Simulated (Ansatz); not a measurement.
# Structure relaxation, Ti

The start is a relaxed Ti cell, doubled along one cell vector, shaken by Gaussian noise of σ = 0.08 Å a coordinate. The structure is fully relaxed (lattice and positions, P = 0) with r2SCAN (plane waves to 500 eV, PAW, scalar-relativistic; Ansatz, an electronic-structure program). The first steps use a coarse 12×12×6 k-mesh.

Initial structure:
```yaml
crystal:
  lattice:
    - [2.62620, 0.00000, 0.00000]
    - [0.00000, 2.62620, 0.00000]
    - [0.00000, 0.00000, 5.25239]
  atoms:
    - { symbol: Ti, position: [0.97156, 0.94611, 0.00370] }
    - { symbol: Ti, position: [0.98223, 0.06322, 0.50710] }
```

Task: Which atoms feel the largest initial force, and how large is it?

Result: 0.62 eV/Å, on Ti1, Ti2 (atoms numbered as listed).

Task: How much energy is released per atom?

Result: 0.80 eV/atom.

Task: How does the volume change?

Result: -4.1 %, from 18.11 to 17.36 Å³/atom.

Task: Is the parent structure recovered?

Result: It does not go back: it reaches Fm-3m (No. 225), fcc (Cu type), 0.84 eV/atom below the parent.

Task: What band gap does the relaxed structure have at this level?

Result: No gap (metallic).

Task: Write out the relaxed structure.

Result: 
Space group Fm-3m (No. 225); a = 4.1106 Å, b = 4.1106 Å, c = 4.1106 Å, α = 90.00°, β = 90.00°, γ = 90.00°

```
atom  site  symmetry       x       y       z
----  ----  --------  ------  ------  ------
Ti      4a      m-3m  0.0000  0.0000  0.0000
```
(The calculation used a cell of 1 atom; values per cell refer to that cell.)

Final values are on a 19×19×19 k-mesh of the relaxed cell. No spin polarisation in the result.

The run could not lose the symmetry of its start: the end is stationary, and may be a saddle point rather than a minimum.

The relaxed structure here is a generated cell of Ti: the first start was made by placing the elements on the sites of a structure type, and the end was not matched to a known phase here, so it may be hypothetical. Known forms of Ti include space group No. 194.
